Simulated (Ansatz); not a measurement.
LaZn5 in space group P6/mmm (No. 191; La on 1a, Zn on 2c, Zn on 3g) at seven volumes, the program Ansatz at the r²SCAN level (PAW), shape and atoms relaxed at each. One row is withheld.

| V (Å³/atom) | P (GPa) |
|---|---|
| 16.245 | 9.46 |
| 16.780 | ? |
| 17.316 | 2.63 |
| 17.851 | 0.00 |
| 18.387 | -2.21 |
| 18.922 | -4.05 |
| 19.458 | -5.60 |

Question: Fit the shown pressures and predict the withheld one.

Answer: Third-order Birch–Murnaghan: P = (3/2)B₀(x^(7/2) − x^(5/2))[1 + (3/4)(B′ − 4)(x − 1)] with x = (V₀/V)^(2/3). Least squares on the six rows gives V₀ = 17.852 Å³/atom, B₀ = 79.95 GPa, B′ = 4.80. At V = 16.780, x = 1.0421 and P = 5.75 GPa. The run itself gave 5.75 GPa.

The workflow started from an entry of the Crystallography Open Database (COD, 296 K). Whether it is the stable phase at ambient conditions was not checked. The r²SCAN relaxation kept the symmetry of its start; its stability against distortions is not shown here. Scalar-relativistic: spin–orbit coupling is off unless named, which matters more the heavier the elements.

Potentials: the later of the program's two PAW sets.
